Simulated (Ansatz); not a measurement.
Given:

ScOF:
```cif
data_F2O2Sc2
_chemical_formula_sum 'Sc2 O2 F2'
_space_group_name_H-M_alt 'P 1'
_space_group_IT_number 1
_cell_length_a 3.57757
_cell_length_b 3.57757
_cell_length_c 5.09461
_cell_angle_alpha 90.000
_cell_angle_beta 90.000
_cell_angle_gamma 90.000
loop_
_space_group_symop_operation_xyz
  'x, y, z'
loop_
_atom_site_label
_atom_site_type_symbol
_atom_site_fract_x
_atom_site_fract_y
_atom_site_fract_z
_atom_site_occupancy
Sc1 Sc 0.50000 0.00000 0.70723 1
Sc2 Sc 0.00000 0.50000 0.29277 1
O1 O 0.00000 0.00000 0.50000 1
O2 O 0.50000 0.50000 0.50000 1
F1 F 0.50000 0.50000 0.00000 1
F2 F 0.00000 0.00000 0.00000 1
```

This is the PBEsol-relaxed structure.

### Question
All from PBEsol in the plane-wave PAW code Ansatz, unless another level is named. Predict the highest zone-centre frequency (without LO–TO term).

### Answer
73.4 meV.

### Question
Next, the bulk modulus (Birch–Murnaghan fit)?

### Answer
159 GPa.

Space group P4/nmm. The first step of the workflow began from a Materials Project structure, measured or hypothetical; the Crystallography Open Database copy checked does not list it. Its standing as an ambient phase is unchecked. The PBEsol relaxation kept the symmetry of its start. At this level the phase is dynamically unstable (imaginary phonons). The run is not spin-polarised.

Potentials: the later of the program's two PAW sets.
